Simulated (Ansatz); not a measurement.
Starting cell, As (space group R-3m):

```
As
1.0
    3.76004     2.17086     6.65675
   -1.88002     1.08543     3.32837
    0.00000    -2.17086     3.32837
As
4
Direct
  0.11526   0.23051   0.23051
  0.61526   0.23051   0.23051
  0.38474   0.76949   0.76949
  0.88474   0.76949   0.76949
```

The atoms are displaced by Q × the pattern below (from a DFPT mode at L = (0.5, 0.0, 0.0), largest move 1; Q in Å), at fixed cell. (q is in reciprocal vectors of the primitive cell; the cell shown is doubled to hold the pattern.)

```tsv
atom	x	y	z
As1	0.500	-0.866	0.000
As2	-0.500	0.866	0.000
As3	0.500	-0.866	0.000
As4	-0.500	0.866	0.000
```

These are LDA (plane waves to 420 eV, PAW, scalar-relativistic; Ansatz, a first-principles code) values and carry that method's errors. k mesh 6×11×11 (Γ-centred), Fermi-Dirac smearing 0.05 eV. The energy includes the smearing's −TS. With partly filled bands, energies and forces of such displacements shift with the k mesh and the smearing. As was relaxed with its symmetry unable to fall. The zero of ΔE is the undisplaced structure. The last digit holds for this mesh only.

| Q (Å) | ΔE (meV/cell) |
|---|---|
| -0.180 | 719.7 |
| -0.150 | withheld |
| -0.120 | 323.3 |
| -0.090 | 182.7 |
| -0.060 | 81.4 |
| -0.030 | 20.4 |
| 0.000 | 0.0 |
| 0.030 | 20.4 |
| 0.060 | 81.4 |
| 0.090 | 182.7 |
| 0.120 | 323.3 |
| 0.150 | withheld |
| 0.180 | 719.7 |

Question: Fit an even polynomial form (powers 2, 4) to the given rows and predict ΔE at Q = -0.150.

Answer: Least squares on the 11 given rows: ΔE = (22650)·Q² + (-13600)·Q⁴, in meV/cell with Q in Å; root-mean-square residual 0.08 meV/cell. At -0.150 the fit gives 502.7 meV/cell; the calculation gives 502.3 meV/cell, so the interpolation is off by 0.4 (+0.1 %). The quadratic term alone would give 509.6 meV/cell.

(For displaced atoms, the force is minus the slope of the energy, and its curvature is a force constant, which sets phonon frequencies.)
